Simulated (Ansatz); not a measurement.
## Rutile alloy of SnO2 and PbO2 (19 of 24 Sn sites exchanged), 72 atoms

Ansatz, PAW, plane waves. PBEsol relaxation of cell lengths and atoms (angles held) at the single k point (¼, ¼, ¼) without its symmetry partners; single points on the relaxed atoms at the Γ point alone, onto which points of the small cell's zone fold. Arrangement: quasirandom. No spin–orbit coupling unless named.

Relaxed structure:

```cif
data_structure
_symmetry_space_group_name_H-M 'P 1'
_symmetry_Int_Tables_number 1
_cell_length_a 9.9505
_cell_length_b 9.8419
_cell_length_c 10.0881
_cell_angle_alpha 90.000
_cell_angle_beta 90.000
_cell_angle_gamma 90.000
_cell_volume 987.94
loop_
_atom_site_label
_atom_site_type_symbol
_atom_site_fract_x
_atom_site_fract_y
_atom_site_fract_z
_atom_site_occupancy
Pb1 Pb 0.99662 0.99972 0.00286 1
Pb2 Pb 0.99644 0.00009 0.66511 1
Pb3 Pb 0.99533 0.50018 0.99993 1
Pb4 Pb 0.99754 0.49584 0.33337 1
Pb5 Pb 0.99533 0.50009 0.66742 1
Pb6 Pb 0.50434 0.99947 0.99993 1
Pb7 Pb 0.50226 0.00404 0.33334 1
Pb8 Pb 0.50433 0.99918 0.66720 1
Pb9 Pb 0.50467 0.49542 0.33127 1
Pb10 Pb 0.50302 0.50028 0.66738 1
Pb11 Pb 0.24963 0.24958 0.16646 1
Pb12 Pb 0.24617 0.24603 0.49965 1
Pb13 Pb 0.25389 0.25382 0.83470 1
Pb14 Pb 0.25013 0.74988 0.16731 1
Pb15 Pb 0.24812 0.75106 0.49909 1
Pb16 Pb 0.25128 0.74859 0.83433 1
Pb17 Pb 0.74831 0.25064 0.83407 1
Pb18 Pb 0.74958 0.74962 0.16504 1
Pb19 Pb 0.75311 0.75304 0.50088 1
Sn1 Sn 0.99432 0.00399 0.33283 1
Sn2 Sn 0.50368 0.49963 0.00112 1
Sn3 Sn 0.75006 0.24992 0.16874 1
Sn4 Sn 0.75091 0.24898 0.49705 1
Sn5 Sn 0.74686 0.74671 0.83470 1
O1 O 0.16109 0.14729 0.99903 1
O2 O 0.15113 0.14403 0.33239 1
O3 O 0.16106 0.14463 0.66953 1
O4 O 0.15582 0.64935 0.00114 1
O5 O 0.16450 0.64039 0.33302 1
O6 O 0.15905 0.64663 0.66679 1
O7 O 0.66625 0.14615 0.00883 1
O8 O 0.65970 0.15728 0.33251 1
O9 O 0.66431 0.14885 0.65851 1
O10 O 0.65636 0.64547 0.99342 1
O11 O 0.66494 0.64489 0.33407 1
O12 O 0.66174 0.65015 0.67275 1
O13 O 0.34688 0.35764 0.00160 1
O14 O 0.34085 0.34982 0.33411 1
O15 O 0.33917 0.35512 0.66498 1
O16 O 0.33709 0.85771 0.00072 1
O17 O 0.34086 0.85373 0.33304 1
O18 O 0.34055 0.85299 0.66677 1
O19 O 0.84047 0.34637 0.00852 1
O20 O 0.83488 0.34799 0.33280 1
O21 O 0.83680 0.34919 0.65871 1
O22 O 0.83665 0.84775 0.99253 1
O23 O 0.84126 0.86018 0.33221 1
O24 O 0.83789 0.84913 0.67607 1
O25 O 0.08903 0.39638 0.16592 1
O26 O 0.08593 0.39375 0.50096 1
O27 O 0.08648 0.39721 0.83372 1
O28 O 0.08432 0.90115 0.17487 1
O29 O 0.08347 0.90131 0.49198 1
O30 O 0.08862 0.89732 0.83389 1
O31 O 0.59736 0.39658 0.15843 1
O32 O 0.59753 0.39287 0.50046 1
O33 O 0.58918 0.39828 0.84062 1
O34 O 0.58837 0.89428 0.16800 1
O35 O 0.59120 0.89702 0.49878 1
O36 O 0.59566 0.89247 0.83375 1
O37 O 0.41140 0.10394 0.16611 1
O38 O 0.40948 0.10189 0.50094 1
O39 O 0.41974 0.10801 0.83346 1
O40 O 0.41591 0.59918 0.15996 1
O41 O 0.41492 0.60350 0.49882 1
O42 O 0.41162 0.59764 0.84136 1
O43 O 0.90336 0.10405 0.17375 1
O44 O 0.90309 0.10340 0.49295 1
O45 O 0.90976 0.10548 0.83401 1
O46 O 0.91065 0.60466 0.16798 1
O47 O 0.91338 0.60685 0.49910 1
O48 O 0.89875 0.60191 0.83383 1
```

**Question.** What are the mean bond lengths by pair (pairs within 1.2 times the sum of covalent radii, less contacts 15 % beyond the pair's median; cation–cation pairs of compounds aside; long ionic contacts are cut short by that bound)?

**Answer.** O–Pb 2.174 ± 0.017 Å (standard deviation, 114 bonds); O–Sn 2.088 ± 0.008 Å (standard deviation, 30 bonds).

**Question.** What gap lies between the top filled and the lowest empty level in the single points?

**Answer.** HSE06 0.70 eV (7.7 min on 8 threads of Platinum 8259CL).
